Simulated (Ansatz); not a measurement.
## Mg3CdS4: rattling a relaxed structure

The cell was found from a structure generator's guess, not taken from experiment.

The calculation used Ansatz, DFT PBE, scalar-relativistic, plane waves, PAW. Cutoff 420 eV; k points 8×8×8 on the computed 8-atom cell (Γ-centred); Gaussian smearing, width 0.02 eV; no spin polarisation.

The cell below (8 atoms, space group Pm-3m (No. 221)) is relaxed within its symmetry.

```
Mg Cd S
1.0
     5.31349    0.00000    0.00000
     0.00000    5.31349    0.00000
     0.00000    0.00000    5.31349
Mg Cd S
3 1 4
Direct
  0.50000 0.00000 0.50000
  0.50000 0.50000 0.00000
  0.00000 0.50000 0.50000
  0.00000 0.00000 0.00000
  0.00000 0.50000 0.00000
  0.50000 0.50000 0.50000
  0.00000 0.00000 0.50000
  0.50000 0.00000 0.00000
```

For the test it was strained at random (σ = 1.5 % a component), the atoms were moved at random (σ = 0.05 Å), and all was relaxed again on a coarse 4×4×4 mesh (in the run’s order of axes) with 0.10 eV smearing, with no symmetry imposed.

**Question.** What happens?

**Answer.** It returns, within 1 meV/atom of the unmoved cell on that mesh and with the same symmetry when read at 0.1 Å. No instability shows in this cell; modes of other wave vectors, which need another repeat, aren't tested.
